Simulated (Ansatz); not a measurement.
ZnFBr (Janus 1T monolayer) at its r2SCAN geometry, run in the plane-wave code Ansatz at 3 levels of theory. (Calculated; non-magnetic; the phase may be known or hypothetical.)

The PBE+SOC input:
```yaml
crystal:
  lattice:
    - [3.4791894028, 0.0, 0.0]
    - [-1.7395947014, 3.0130664074, 0.0]
    - [0.0, 0.0, 28.5939098752]
  atoms:
    - { symbol: Zn, position: [0.0, 0.0, 0.3227560386] }
    - { symbol: F, position: [0.3333333333, 0.6666666667, 0.3527449043] }
    - { symbol: Br, position: [0.6666666667, 0.3333333333, 0.2687560726] }
  periodic: [true, true, false]
kpoints:
  mp_grid: { grid: [12, 12, 1] }
  band_path:
    path: [[0.0, 0.0, 0.0], [0.5, 0.0, 0.0], [0.3333333333, 0.3333333333, 0.0]]
    npoints: 1
hamiltonian:
  xc: pbe
scf:
  occupations: { method: fixed }
  n_extra_bands: 8
magnetization:
  noncollinear: true
  spin_orbit: true
output:
  forces: true
  stress: true
  eigenvalues: true
```

Main results, then, where recorded, the levels near the gap in eV from the Fermi energy (columns number the bands from 0), one row a point of the path (Γ, M, K):
```
Crystal: 3 atoms, lattice volume = 299.751 Å³
Symmetry: 6 space group operations + 6 with time reversal
Magnetic group: BNS 156.50 (UNI 1280)
```
```
Basis set: ecut = 420 eV, 5813 PW (Γ)
k-points: 19 of 144 (time reversal used)
SCF converged after 9 iterations
Free energy (F): -6912.388237 eV
Fermi energy:    -6.158873 eV
--- Forces (eV/Å), atoms counted from 1 ---
  atom   1  Zn      0.00000      0.00000      0.02849
  atom   2  F       0.00000      0.00000      0.23240
  atom   3  Br      0.00000      0.00000    -0.26089
--- 2D stress c σ (N/m, compression-positive) ---
        1.473278       0.000000       0.000000
        0.000000       1.473278       0.000000
        0.000000       0.000000       0.000000
  P = ½ c Tr σ = 1.4733 N/m
```
```tsv
band_18	band_19	band_20	band_21	band_22	band_23	band_24	band_25	band_26	band_27	band_28	band_29	band_30	band_31
-3.307	-3.307	-2.687	-2.687	-0.376	-0.376	0.000	0.000	2.215	2.215	5.396	5.396	6.059	6.059
-3.978	-3.978	-3.250	-3.250	-1.676	-1.676	-0.910	-0.910	3.576	3.576	6.356	6.356	7.486	7.486
-3.950	-3.896	-3.569	-3.408	-2.444	-2.248	-1.374	-1.370	4.312	4.366	7.280	7.327	8.246	8.273
```

PBE+SOC gives a direct gap of 2.21 eV at Γ.

Task: Another run on the same cell gave
```
Basis set: ecut = 420 eV, 5813 PW (Γ)
k-points: 7 of 36 (time reversal used)
hybrid outer 1: dexx = +2.120e-2 eV, tail = 6.44e-5 eV
hybrid outer 2: dexx = +1.204e-6 eV, tail = 3.29e-8 eV, Δε = 4.55e-3 eV, ΔF = 1.60e-2 eV/Å
hybrid outer 3: dexx = +5.205e-10 eV, tail = 2.13e-9 eV, Δε = 7.51e-5 eV, ΔF = 1.18e-4 eV/Å
hybrid SCF converged: 3 outer / 17 inner (+4 warm-up)
Free energy (F): -6913.876015 eV
Fermi energy:    -7.469898 eV
--- Forces (eV/Å), atoms counted from 1 ---
  atom   1  Zn      0.00000      0.00000      0.03980
  atom   2  F       0.00000      0.00000      0.02337
  atom   3  Br      0.00000      0.00000    -0.06315
--- 2D stress c σ (N/m, compression-positive) ---
        0.367679       0.000000       0.000000
        0.000000       0.367679       0.000000
        0.000000       0.000000       0.000000
  P = ½ c Tr σ = 0.3677 N/m
```
```tsv
band_9	band_10	band_11	band_12	band_13	band_14	band_15
-4.033	-2.924	0.000	0.000	4.403	7.247	7.592
-4.654	-3.764	-1.679	-0.877	5.901	8.538	9.738
-4.705	-3.698	-2.558	-1.409	6.777	9.562	10.538
```
Which level of theory and mesh gave it?

Result: It is PBE0, judged by the exchange loop and the size of the gap (a near hybrid could fit too), on 6×6×1; the blocks that differ from the first input, but for the band path:
```yaml
kpoints:
  mp_grid: { grid: [6, 6, 1] }
hamiltonian:
  xc: pbe0
scf:
  occupations: { method: fixed }
  n_extra_bands: 4
```
(magnetization left out)
With PBE0 the gap is 4.40 eV and direct, at Γ. The mean stress, +0.4 N/m, is small, and the program warns that its thresholds are loose for a hybrid's stress.

Task: In the first input these blocks are replaced (the band path and keys that only write files left aside):
```yaml
kpoints:
  mp_grid: { grid: [6, 6, 1] }
hamiltonian:
  xc: r2scan0
scf:
  occupations: { method: fixed }
  n_extra_bands: 4
```
(magnetization left out)
What comes out?

Result:
```
Basis set: ecut = 500 eV, 7617 PW (Γ)
k-points: 7 of 36 (time reversal used)
Exchange kernel: α = 0.2500, full range, Wigner–Seitz truncation, v(0) = 16543.4271 eV·Å³, q-mesh 6×6×1
hybrid outer 1: dexx = +1.118e-2 eV, tail = 3.65e-5 eV
hybrid outer 2: dexx = +5.962e-7 eV, tail = 1.26e-8 eV, Δε = 3.00e-3 eV, ΔF = 9.22e-3 eV/Å
hybrid SCF converged: 2 outer / 14 inner (+5 warm-up)
Free energy (F): -6927.801559 eV
Fermi energy:    -7.680846 eV
--- Forces (eV/Å), atoms counted from 1 ---
  atom   1  Zn      0.00000      0.00000      0.04026
  atom   2  F       0.00000      0.00000    -0.12047
  atom   3  Br      0.00000      0.00000      0.08029
--- 2D stress c σ (N/m, compression-positive) ---
       -0.477770       0.000000       0.000000
        0.000000      -0.477770       0.000000
        0.000000       0.000000       0.000000
  P = ½ c Tr σ = -0.4778 N/m
```
```tsv
band_9	band_10	band_11	band_12	band_13	band_14	band_15
-4.220	-2.999	0.000	0.000	4.750	7.667	7.912
-4.829	-3.884	-1.717	-0.894	6.279	8.983	10.125
-4.879	-3.740	-2.611	-1.449	7.160	10.011	10.923
```
With r2SCAN0 the gap is 4.75 eV and direct, at Γ. The mean stress, -0.5 N/m, is small, and the program warns that its thresholds are loose for a hybrid's stress.

The hybrids run on coarser meshes, which limits their stresses and small splittings of levels.

Totals of different functionals, or with and without spin-orbit coupling, can't be compared.

Only the levels marked +SOC include spin-orbit coupling.

The meshes of the hybrids are coarse, so their gaps aren't converged to the digits shown.
